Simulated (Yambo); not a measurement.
Yambo run on BN (space group P6_3/mmc, No. 194). The wavefunctions are norm-conserving PBE (Quantum ESPRESSO, 84 Ry, scalar-relativistic) ones on a 6×6×2 mesh (8 occupied bands); a = 2.5054 Å, b = 2.5054 Å, c = 6.6103 Å, α = 90.00°, β = 90.00°, γ = 120.00°.

Yambo input:

```
rim_cut
gw0
dyson
el_el_corr
HF_and_locXC
ppa
em1d
RandQpts= 1000000
RandGvec= 1 Ry
EXXRLvcs= 84 Ry
VXCRLvcs= 336 Ry
Chimod= "HARTREE"
% BndsRnXp
 1 | 31 |
%
NGsBlkXp= 6 Ry
% LongDrXp
 1.0 | 1.0 | 1.0 |
%
PPAPntXp= 27.2114 eV
% GbndRnge
 1 | 31 |
%
GTermKind= "none"
DysSolver= "n"
ExtendOut
% QPkrange
 7 | 7 | 9 | 9 |
 14 | 14 | 8 | 9 |
%
```

k points by index: 7 = M, 14 = H.

Resulting energies as the program prints them:

```
#    K-point    Band    Eo [eV]    E [eV]    E-Eo [eV]    Vxc [eV]    Vnlxc [eV]    Sc|Eo [eV]    Sc|E [eV]    dSc/dw|Eo [eV]    Re(Z)    Im(Z)
#
    7    9    4.300410    5.490519    1.190109    -10.29713    -5.410205    -3.476214    -3.696815    -5.043589    0.843633    -0.963911E-3
    14    8    0.000000    -0.132618    -0.132618    -16.63010    -19.95240    3.159599    3.189674    -6.167206    0.815233    -0.001095
    14    9    4.662884    6.021331    1.358447    -10.92381    -5.679371    -3.620460    -3.885988    -5.318478    0.836504    -0.001007
```
(The two width columns are left out.) Convergence of these settings isn't established.

Geometry relaxed with PBE+D3(BJ).
